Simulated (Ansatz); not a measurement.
**MnZn3 (Pm-3m): U = 2 eV on Mn d**

These are results of Ansatz 0.2.0, DFT, PBEsol+U, PAW with Ansatz's default frozen-core files, scalar-relativistic, not measurements.

Command: `ansatz run input.yaml --threads 2 --pin off --max-ram 6144MiB --backend cpu --events-out ev --progress --plain --runs-dir out`

```yaml
crystal:
  lattice:
    - [3.86, 0.0, 0.0]
    - [0.0, 3.86, 0.0]
    - [0.0, 0.0, 3.86]
  atoms:
    - { symbol: Mn, position: [0.0, 0.0, 0.0], spin: 4.0 }
    - { symbol: Zn, position: [0.0, 0.5, 0.5] }
    - { symbol: Zn, position: [0.5, 0.0, 0.5] }
    - { symbol: Zn, position: [0.5, 0.5, 0.0] }
magnetization:
  spin_polarized: true
kpoints:
  mp_grid: { grid: [7, 7, 7] }
scf:
  occupations: { method: fermi_dirac, width: 0.03 }
hamiltonian:
  xc: pbesol
  pseudopotentials: { kind: paw }
  hubbard: { sites: [{ species: Mn, l: d, u_eff: 2 }] }
output:
  forces: true
  stress: true
  eigenvalues: true
  hubbard: { sites: [{ species: Mn, l: d }] }
  populations: true
```

The program prints:

```
Mn: projections on atomic orbitals take those of the free atom [Ne] 3s2 3p6 3d5 4s2, of charge +0.00 (hamiltonian.pseudopotentials.projection_atoms); the dataset's partial waves leave at most 9.0e-7 of an orbital's norm unspanned inside its sphere
Zn: projections on atomic orbitals take those of the free atom [Ar] 3d10 4s2, of charge +0.00 (hamiltonian.pseudopotentials.projection_atoms); the dataset's partial waves leave at most 6.8e-7 of an orbital's norm unspanned inside its sphere
Engine: ansatz 0.2.0
Pseudopotentials: kind: paw
Pseudopotential: Mn, paw, valence charge 15, recommended cutoff 420 eV (normal), Mn.paw.azcp
Pseudopotential: Zn, paw, valence charge 12, recommended cutoff 420 eV (normal), Zn.paw.azcp
Functional definition: PBEsol
  exchange = pbesol_x
  correlation = pbesol_c
Crystal: 4 atoms, lattice volume = 57.512 Å³
Basis set: ecut = 420 eV, 1141 PW (Γ), exchange–correlation on 54×54×54 points (8 copies of the dense FFT grid, shifted against one another)
Bands: 33, of which v1, the nominal top of the filled ones, is band 26 counted from 1 (25 counted from 0)
Symmetry: 48 space group operations
Space group: Pm-3m (ITA 221), of the structure as read, at distance tolerance 3.9e-5 Å
Magnetic group: BNS 221.92 (UNI 1594), of the structure as read, at distance tolerance 3.9e-5 Å
k-points: 20 of 343
Non-local potential: Mn, projectors of the file, l = 0: 3, l = 1: 2, l = 2: 3, l = 3: 1
Non-local potential: Zn, projectors of the file, l = 0: 2, l = 1: 2, l = 2: 3, l = 3: 1
PAW form: soft (Blöchl's): semilocal exchange-correlation on the pseudo side does not see the compensation charge
PAW frozen core: Mn, regenerated for the run's functional, and the local potential with it (the file was generated under x = pbe(κ = 0.804, μ = 0.2195149727645171), c = pbe(β = 0.06672455060314922))
PAW frozen core: Zn, regenerated for the run's functional, and the local potential with it (the file was generated under x = pbe(κ = 0.804, μ = 0.2195149727645171), c = pbe(β = 0.06672455060314922))
PAW one-centre angular grid: Mn, 590 points (default); XC on 64 Gauss nodes
PAW one-centre angular grid: Zn, 590 points (default); XC on 64 Gauss nodes
Initial density: superposition of atomic densities (chi_scale 0.1, normalization cell)
Starting moments: Σ|m| = 4 μB on 1 of 4 sites
[...]
  max |Σ_I F_I| component: 3.48e-29 eV/Å
--- Stress (GPa, compression-positive) ---
       -4.029149      -0.000000       0.000000
        0.000000      -4.029149       0.000000
        0.000000       0.000000      -4.029149
  P = ⅓ Tr σ = -4.0291 GPa (-40.291 kbar)
--- Band table (eV; the first three rows and the last of 40) ---
  k-point 0 ↑: bands = ["-68.5720", "-37.4471", "-37.4471", "-37.4471", "2.3038", "4.2282", "4.4407", "4.4407", "4.4407", "4.4494", "4.4494", "5.1795", "5.1795", "5.1795", "5.4882", "5.4882", "5.7043", "5.7836", "5.7836", "5.7836", "8.5830", "8.5830", "9.3364", "9.3364", "9.3364", "11.9693", "11.9693", "11.9693", "15.6692", "15.6692", "16.5163", "21.2341", "21.2341"]
  k-point 1 ↑: bands = ["-68.5720", "-37.4476", "-37.4471", "-37.4471", "2.5177", "4.2793", "4.4686", "4.4822", "4.4848", "4.4848", "4.5165", "5.1544", "5.1902", "5.1902", "5.4534", "5.4917", "5.6727", "5.6974", "5.6974", "5.7837", "8.4529", "8.5660", "9.1486", "9.1486", "9.3316", "10.7352", "12.4130", "12.4130", "15.7169", "16.2194", "17.8163", "20.4393", "20.4924"]
  k-point 2 ↑: bands = ["-68.5720", "-37.4486", "-37.4470", "-37.4470", "3.1337", "4.4102", "4.5406", "4.5581", "4.6134", "4.6134", "4.6895", "5.0887", "5.2027", "5.2027", "5.3698", "5.4896", "5.4896", "5.4936", "5.5876", "5.7838", "7.6293", "8.5252", "8.8286", "8.8286", "9.3208", "9.5064", "13.4937", "13.4937", "15.8570", "16.5900", "18.5999", "18.5999", "19.1429"]
  k-point 19 ↓: bands = ["-64.6258", "-33.5729", "-33.5729", "-33.5729", "4.3473", "4.4029", "4.4066", "4.4066", "4.9286", "4.9286", "4.9695", "5.1796", "5.2463", "5.2463", "5.3323", "5.3323", "5.6212", "5.6212", "5.6893", "8.1729", "9.6626", "9.6626", "9.7964", "10.7438", "10.7438", "11.5281", "14.4731", "14.4731", "15.2809", "15.7113", "15.7113", "16.0888", "26.8819"]
Occupation matrices written to <dir>
--- Löwdin populations: 4 sites ---
  site symbol       q [e]    m [muB]
     0     Mn     15.0470     3.8680
     1     Zn     11.3613    -0.0478
     2     Zn     11.3613    -0.0478
     3     Zn     11.3613    -0.0478
  spilling = 0.036651 (of n_electrons = 51.000000)
--- Occupation matrices: 1 shell (run DFT+U table (all-electron-ortho-atomic); ε = 1.06e-2) ---
  Mn0 d_3D: site group Oh (m-3m)
  Mn0 d_3D up     Tr n = 4.8264  λ = 0.954 0.954 0.954 0.982 0.982  [3× xz 0.33 (T2g 1.00) T2g(1.00) | 2× z2 0.50 (Eg 1.00) Eg(1.00)]
  Mn0 d_3D dn     Tr n = 1.0177  λ = 0.159 0.159 0.233 0.233 0.233  [2× z2 0.50 (Eg 1.00) Eg(1.00) | 3× xz 0.33 (T2g 1.00) T2g(1.00)]
  Tr n, λ and their labels are of the run-group-symmetrised matrices; stabiliser: 48 of 96 elements of G0×{1,Θ} (closed), max defect 2.4e-15 at τ = 2.3e-3
```

occupations.tsv:

```
# site	symbol	l	channel	k	occupation	cluster	real_ylm_label	real_ylm_weight	cubic_label	cubic_weight	pseudocubic_irrep	site_irrep	w_site_irrep	cell_site_irrep	w_cell_site_irrep
# projection_atom_Mn: [Ne] 3s2 3p6 3d5 4s2
# projection_atom_Zn: [Ar] 3d10 4s2
# site_irrep/w_site_irrep = the cluster's dominant irrep under the shell's site group (Mulliken, in the setting of the per-shell frame z, x; double-valued rows on a spinor block under rep=spin_orbital) and its weight, the cluster's purity; - without a site group
# cell_site_irrep/w_cell_site_irrep = the same under the site's group on the run's cell, the crystal's operations that keep its lattice, with its own per-shell comment where it differs; - as there, and where that group is no smaller or either group is refused
# basis = run DFT+U table (all-electron-ortho-atomic)
# labels = run-group-symmetrised matrices
# epsilon = 0.010624 provisional = false under_converged = false
# stabiliser = 48/96 closed max_defect = 2.3509e-15 tolerance = 0.0022538
# site 0 Mn l=2_3D: orbit=0, site group Oh (m-3m), |G|=48, z=[0.000000, 0.000000, 1.000000], x=[1.000000, 0.000000, 0.000000], rep=spin
0	Mn	2_3D	up	0	0.953960	0	xz	0.3333	xz	0.3333	T2g	T2g	1.0000	-	-
0	Mn	2_3D	up	1	0.953960	0	xz	0.3333	xz	0.3333	T2g	T2g	1.0000	-	-
0	Mn	2_3D	up	2	0.953960	0	xz	0.3333	xz	0.3333	T2g	T2g	1.0000	-	-
0	Mn	2_3D	up	3	0.982247	1	z2	0.5000	z2	0.5000	Eg	Eg	1.0000	-	-
0	Mn	2_3D	up	4	0.982247	1	z2	0.5000	z2	0.5000	Eg	Eg	1.0000	-	-
# Tr n = 4.826374
0	Mn	2_3D	dn	0	0.158783	0	z2	0.5000	z2	0.5000	Eg	Eg	1.0000	-	-
0	Mn	2_3D	dn	1	0.158783	0	z2	0.5000	z2	0.5000	Eg	Eg	1.0000	-	-
0	Mn	2_3D	dn	2	0.233369	1	xz	0.3333	xz	0.3333	T2g	T2g	1.0000	-	-
0	Mn	2_3D	dn	3	0.233369	1	xz	0.3333	xz	0.3333	T2g	T2g	1.0000	-	-
0	Mn	2_3D	dn	4	0.233369	1	xz	0.3333	xz	0.3333	T2g	T2g	1.0000	-	-
# Tr n = 1.017673
```

populations.tsv:

```
# site	symbol	l	j	q_up	q_dn
# orbitals = lowdin
# n_electrons = 51.000000
# spilling = 0.036651
# projection_atom_Mn: [Ne] 3s2 3p6 3d5 4s2
# projection_atom_Zn: [Ar] 3d10 4s2
0	Mn	0_3S	-	0.999866	0.999899
0	Mn	0_4S	-	0.623739	0.551981
0	Mn	1_3P	-	2.999645	2.999437
0	Mn	2_3D	-	4.834227	1.038180
1	Zn	0_4S	-	0.671698	0.726264
1	Zn	2_3D	-	4.985046	4.978270
2	Zn	0_4S	-	0.671698	0.726264
2	Zn	2_3D	-	4.985046	4.978270
3	Zn	0_4S	-	0.671698	0.726264
3	Zn	2_3D	-	4.985046	4.978270
```

Site moments (μB): Mn1 3.69, Zn2 -0.08, Zn3 -0.08, Zn4 -0.08. Cell moment 3.42 μB.

The magnetic group in the log treats spin as a scalar label, without spin–orbit coupling.

The PAW files were made with PBE; the program remakes their cores once for the run's functional and then keeps them frozen. These are results for the start and cell typed. The real compound can order otherwise, in a larger cell, or not at all, since semilocal functionals at zero temperature often overstate magnetism.

It took 3.8 s on 2 threads of Intel(R) Xeon(R) 6975P-C (Granite Rapids), with other jobs on the host, peak memory 0.45 GiB.
